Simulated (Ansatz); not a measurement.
NaH (rock salt)

Space group Fm-3m (No. 225); a = b = c = 4.7915 Å, α = β = γ = 90.00°

| atom | site | symmetry | x | y | z |
|---|---|---|---|---|---|
| Na | 4a | m-3m | 0.0000 | 0.0000 | 0.0000 |
| H | 4b | m-3m | 0.5000 | 0.5000 | 0.5000 |
(The calculation used a cell of 2 atoms; values per cell refer to that cell.)

The relaxed cell is deformed in two ways at once: its volume V is scaled, and at that volume it is stretched along z (the c axis of the conventional cell) so that c/a changes. Fractional atomic positions are held.

All values below come from PBEsol (plane waves to 420 eV, PAW, scalar-relativistic; Ansatz, a first-principles code). k mesh 12×12×12 (Γ-centred), Fermi-Dirac smearing 0.05 eV. The energy includes the smearing's −TS. NaH was relaxed with its symmetry unable to fall. ΔE is measured from the relaxed starting cell.

```json
[
 {"ΔE (kJ/mol of atoms)": "(c/a)/(c/a)₀ = 0.880", "V/V₀ = 0.960": "2.15", "V/V₀ = 0.980": "1.90", "V/V₀ = 1.000": "1.74", "V/V₀ = 1.020": "1.67", "V/V₀ = 1.040": "1.67"},
 {"ΔE (kJ/mol of atoms)": "(c/a)/(c/a)₀ = 0.940", "V/V₀ = 0.960": "0.61", "V/V₀ = 0.980": "0.45", "V/V₀ = 1.000": "___", "V/V₀ = 1.020": "___", "V/V₀ = 1.040": "0.49"},
 {"ΔE (kJ/mol of atoms)": "(c/a)/(c/a)₀ = 1.000", "V/V₀ = 0.960": "0.17", "V/V₀ = 0.980": "0.04", "V/V₀ = 1.000": "0.00", "V/V₀ = 1.020": "0.04", "V/V₀ = 1.040": "0.15"},
 {"ΔE (kJ/mol of atoms)": "(c/a)/(c/a)₀ = 1.060", "V/V₀ = 0.960": "0.53", "V/V₀ = 0.980": "___", "V/V₀ = 1.000": "___", "V/V₀ = 1.020": "___", "V/V₀ = 1.040": "0.42"},
 {"ΔE (kJ/mol of atoms)": "(c/a)/(c/a)₀ = 1.120", "V/V₀ = 0.960": "1.51", "V/V₀ = 0.980": "1.30", "V/V₀ = 1.000": "1.17", "V/V₀ = 1.020": "___", "V/V₀ = 1.040": "1.16"}
]
```

What belongs in the gaps?


- (c/a)/(c/a)₀ = 0.940, V/V₀ = 1.000: 0.39
- (c/a)/(c/a)₀ = 0.940, V/V₀ = 1.020: 0.40
- (c/a)/(c/a)₀ = 1.060, V/V₀ = 0.980: 0.38
- (c/a)/(c/a)₀ = 1.060, V/V₀ = 1.000: 0.32
- (c/a)/(c/a)₀ = 1.060, V/V₀ = 1.020: 0.33
- (c/a)/(c/a)₀ = 1.120, V/V₀ = 1.020: 1.13

(A scan under strain: stresses follow from slopes of the energy per volume, elastic moduli from its curvatures.)
